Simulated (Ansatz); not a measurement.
A relaxation computed with Ansatz, from input to last step.

```yaml
crystal:
  lattice:
    - [-3.8308789728, 3.8308789728, 3.8308789728]
    - [3.8308789728, -3.8308789728, 3.8308789728]
    - [3.8308789728, 3.8308789728, -3.8308789728]
  atoms:
    - { symbol: Mn, position: [0.0, 0.0, 0.0], spin: 0.86 }
    - { symbol: Al, position: [0.3017742757, 0.1134287842, 0.8116545085] }
    - { symbol: Al, position: [0.6982257243, 0.8865712158, 0.1883454915] }
    - { symbol: Al, position: [0.6982257243, 0.5098802329, 0.8116545085] }
    - { symbol: Al, position: [0.3017742757, 0.4901197671, 0.1883454915] }
    - { symbol: Al, position: [0.1134287842, 0.8116545085, 0.3017742757] }
    - { symbol: Al, position: [0.8865712158, 0.1883454915, 0.6982257243] }
    - { symbol: Al, position: [0.5098802329, 0.8116545085, 0.6982257243] }
    - { symbol: Al, position: [0.4901197671, 0.1883454915, 0.3017742757] }
    - { symbol: Al, position: [0.8116545085, 0.3017742757, 0.1134287842] }
    - { symbol: Al, position: [0.1883454915, 0.6982257243, 0.8865712158] }
    - { symbol: Al, position: [0.8116545085, 0.6982257243, 0.5098802329] }
    - { symbol: Al, position: [0.1883454915, 0.3017742757, 0.4901197671] }
basis:
  ecutwfc: 500
kpoints:
  mp_grid: { grid: [8, 8, 8] }
hamiltonian:
  xc: r2scan
scf:
  occupations: { method: gaussian, width: 0.1 }
output:
  forces: true
  stress: true
  eigenvalues: true
  populations: true
magnetization:
  spin_polarized: true
relax:
  adjacent_minimum: "off"
  f_tol: 0.01
  max_steps: 30
```

```bash
ansatz run input.yaml --threads 4 --pin off --max-ram 10240MiB --backend cpu --events-out ev --progress --plain --runs-dir out
```

Level of theory: DFT r2SCAN, scalar-relativistic, plane waves, PAW (Ansatz 0.2.0).

The volume is held at 1.1 times that of the relaxed cell.

Of 3 frames 2 are shown, positions in Å and forces in eV/Å; the SCF threshold varies from step to step.

```xyz
13
Lattice="-3.8309 3.8309 3.8309 3.8309 -3.8309 3.8309 3.8309 3.8309 -3.8309" Properties=species:S:1:pos:R:3:forces:R:3 pbc="T T T" step=1 free_energy_over_end_meV_per_atom=0.74
Mn    0.0000    0.0000    0.0000    0.0000    0.0000    0.0000
Al    2.3878    3.8309   -1.5188   -0.0491    0.0000   -0.0392
Al    1.4431    0.0000    5.3496    0.0491    0.0000    0.0392
Al    2.3878    3.8309    1.5188   -0.0491    0.0000    0.0392
Al    1.4431    0.0000    2.3121    0.0491    0.0000   -0.0392
Al    3.8309   -1.5188    2.3878    0.0000   -0.0392   -0.0491
Al    0.0000    5.3496    1.4431    0.0000    0.0392    0.0491
Al    3.8309    1.5188    2.3878    0.0000    0.0392   -0.0491
Al    0.0000    2.3121    1.4431    0.0000   -0.0392    0.0491
Al   -1.5188    2.3878    3.8309   -0.0392   -0.0491    0.0000
Al    5.3496    1.4431    0.0000    0.0392    0.0491    0.0000
Al    1.5188    2.3878    3.8309    0.0392   -0.0491    0.0000
Al    2.3121    1.4431    0.0000   -0.0392    0.0491    0.0000
13
Lattice="-3.8309 3.8309 3.8309 3.8309 -3.8309 3.8309 3.8309 3.8309 -3.8309" Properties=species:S:1:pos:R:3:forces:R:3 pbc="T T T" step=3 free_energy_over_end_meV_per_atom=0.00
Mn    0.0000    0.0000    0.0000    0.0000    0.0000    0.0000
Al    2.3710    3.8309   -1.5323   -0.0076    0.0000   -0.0089
Al    1.4599    0.0000    5.3632    0.0076    0.0000    0.0089
Al    2.3710    3.8309    1.5323   -0.0076    0.0000    0.0089
Al    1.4599    0.0000    2.2986    0.0076    0.0000   -0.0089
Al    3.8309   -1.5323    2.3710    0.0000   -0.0089   -0.0076
Al    0.0000    5.3632    1.4599    0.0000    0.0089    0.0076
Al    3.8309    1.5323    2.3710    0.0000    0.0089   -0.0076
Al    0.0000    2.2986    1.4599    0.0000   -0.0089    0.0076
Al   -1.5323    2.3710    3.8309   -0.0089   -0.0076    0.0000
Al    5.3632    1.4599    0.0000    0.0089    0.0076    0.0000
Al    1.5323    2.3710    3.8309    0.0089   -0.0076    0.0000
Al    2.2986    1.4599    0.0000   -0.0089    0.0076    0.0000
```

It took 81 s on 4 threads of Oxide Virtual Turin-like Processor (Zen 5) (shared host), peak memory 1.8 GiB.

The state reached may not be the lowest one. Only parallel moments were tried here.